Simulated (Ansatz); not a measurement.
Input:

Relaxed HfO2 (fluorite):

```
HfO2
1.0
    0.00000     5.05847     5.05847
    2.52923     2.52923     5.05847
    2.52923     2.52923     0.00000
Hf O
2 4
Cartesian
  0.00000   0.00000   0.00000
  0.00000   2.52923   2.52923
  1.26462   6.32308   6.32308
  1.26462   3.79385   3.79385
  3.79385   8.85232   8.85232
  3.79385   6.32308   6.32308
```

A phonon eigenvector at X = (0.5, 0.5, 0.0) is frozen into this cell: atom i moves by Q times the vector below, so Q is the largest atomic displacement, in Å. The cell is held. (q is in reciprocal vectors of the primitive cell; the cell shown is doubled to hold the pattern.)

```csv
atom,x,y,z
O3,0.000,0.000,1.000
O4,0.000,0.000,-1.000
O5,0.000,0.000,1.000
O6,0.000,0.000,-1.000
```

Atoms not listed stay in place.

The numbers are results of r2SCAN (plane waves to 500 eV, PAW, scalar-relativistic; Ansatz, a program for electronic structure), not measurements. k mesh 11×11×11 (Γ-centred), Fermi-Dirac smearing 0.05 eV. E stands for the smeared free energy. HfO2 is run without spin polarisation. HfO2 was relaxed with its symmetry unable to fall. Spin-orbit coupling is left out, though Hf is heavy. This is a high-temperature form of HfO2. ΔE is measured from the undisplaced structure.

The scan covers Q from -0.440 to 0.440 Å in 13 points.

**Question.** Which space group does the distorted structure have?

**Answer.** P4_2/nmc (No. 137), lowered from Fm-3m.

**Question.** Is this a single well or a double well?

**Answer.** A double well: the undisplaced structure is a maximum between two minima.

**Question.** By a smooth curve, how deep is the well, measured from the undisplaced structure?

**Answer.** 144 meV/cell, cell held fixed.

**Question.** What is the energy change at Q = 0.440 Å?

**Answer.** 484 meV/cell.

**Question.** By a smooth curve through the points, how far does the most displaced atom move to reach the deepest minimum?

**Answer.** 0.23 Å from zero.

(A displaced cell: forces are minus the slopes of the energy, force constants its curvatures, and phonons follow from these.)
